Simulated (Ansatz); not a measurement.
Relaxation of a generated cell, Si2W placed in the AFLOW prototype AB2_hP6_194_c_f (C7, as in MoS2); 6 atoms in the cell, which starts as P6₃/mmc (No. 194), hP6; a = b = 2.937 Å, c = 11.424 Å, α = β = 90.00°, γ = 120.00°. Calculation: PBE (plane waves to 420 eV, PAW, scalar-relativistic; Ansatz, an electronic-structure program). Γ-centred k-mesh 9×9×2 on the run's cell (coarser than for final values), Fermi–Dirac smearing 0.05 eV. This is the first round of the run. 

The optimiser's lines from the output (shortened; P is positive under compression):

```
relax step   1: F+E_penalty+E_count = -23303.72793587 eV  Δ(F+E_penalty+E_count) = +0.000e0 eV  max|allowed force component| = 8.789e0 eV/Å  Δτ_max = 0.0000 Å  P = +79.560 GPa  Ω = 85.344 Å³  (8 SCF iters, dr2 threshold 1.00e-7 eV, accepted)
relax step   2: F+E_penalty+E_count = -23310.16476518 eV  Δ(F+E_penalty+E_count) = -6.437e0 eV  max|allowed force component| = 3.205e0 eV/Å  Δτ_max = 0.1394 Å  P = +19.995 GPa  Ω = 96.681 Å³  (8 SCF iters, dr2 threshold 6.00e-7 eV, accepted)
relax step   3: F+E_penalty+E_count = -23311.98056947 eV  Δ(F+E_penalty+E_count) = -1.816e0 eV  max|allowed force component| = 1.671e0 eV/Å  Δτ_max = 0.1947 Å  P = +4.657 GPa  Ω = 93.124 Å³  (7 SCF iters, dr2 threshold 6.00e-7 eV, accepted)
relax step   4: F+E_penalty+E_count = -23312.81112059 eV  Δ(F+E_penalty+E_count) = -8.306e-1 eV  max|allowed force component| = 6.353e-2 eV/Å  Δτ_max = 0.1915 Å  P = +2.341 GPa  Ω = 87.027 Å³  (7 SCF iters, dr2 threshold 6.00e-7 eV, accepted)
relax step   5: F+E_penalty+E_count = -23312.82661227 eV  Δ(F+E_penalty+E_count) = -1.549e-2 eV  max|allowed force component| = 3.355e-2 eV/Å  Δτ_max = 0.0061 Å  P = +0.617 GPa  Ω = 87.774 Å³  (6 SCF iters, dr2 threshold 6.00e-7 eV, accepted)
relax step   6: F+E_penalty+E_count = -23312.82797748 eV  Δ(F+E_penalty+E_count) = -1.365e-3 eV  max|allowed force component| = 1.994e-2 eV/Å  Δτ_max = 0.0008 Å  P = +0.121 GPa  Ω = 87.941 Å³  (6 SCF iters, dr2 threshold 6.00e-7 eV, accepted)
relax step   7: F+E_penalty+E_count = -23312.82794730 eV  Δ(F+E_penalty+E_count) = +3.018e-5 eV  max|allowed force component| = 3.943e-3 eV/Å  Δτ_max = 0.0012 Å  P = -0.199 GPa  Ω = 88.138 Å³  (6 SCF iters, dr2 threshold 6.96e-8 eV, accepted)
relax step   8: F+E_penalty+E_count = -23312.82806456 eV  Δ(F+E_penalty+E_count) = -1.173e-4 eV  max|allowed force component| = 2.840e-3 eV/Å  Δτ_max = 0.0005 Å  P = +0.010 GPa  Ω = 88.030 Å³  (6 SCF iters, dr2 threshold 1.43e-7 eV, accepted)
relax step   9: F+E_penalty+E_count = -23312.82881313 eV  Δ(F+E_penalty+E_count) = -7.486e-4 eV  max|allowed force component| = 2.773e-3 eV/Å  Δτ_max = 0.0000 Å  P = +0.004 GPa  Ω = 88.030 Å³  stress off target by 1.07e-2 GPa  SCF on the basis re-selected at this cell (its energy is not comparable with the rows above)  (6 SCF iters)
```

From the first to the last row the energy changes by -1.52 eV/atom and the volume by +3.1 %. The last row is marked as not comparable with the walk above it, whose basis was carried along; it does compare with step 1, since both stand on a basis selected at the nominal cutoff for their own cell.

Later rounds, restarted from the end of this one on a renewed k-mesh, logged 6 more steps and released under 0.01 eV/atom more. The final structure after all rounds: P6₃/mmc (No. 194), hP6; a = b = 2.911 Å, c = 12.013 Å, α = β = 90.00°, γ = 120.00°. Between re-selections the logged energies stand on a plane-wave basis carried along with the cell. No spin polarisation in the result. A magnetic state may lie lower.

The run could not lose the symmetry of its start, so the end can be a saddle point.

The relaxed structure here is a generated cell of Si2W: the first start was made by placing the elements on the sites of a structure type, and the end was not matched to a known phase here, so it may be hypothetical. Known forms of Si2W include space group No. 139.
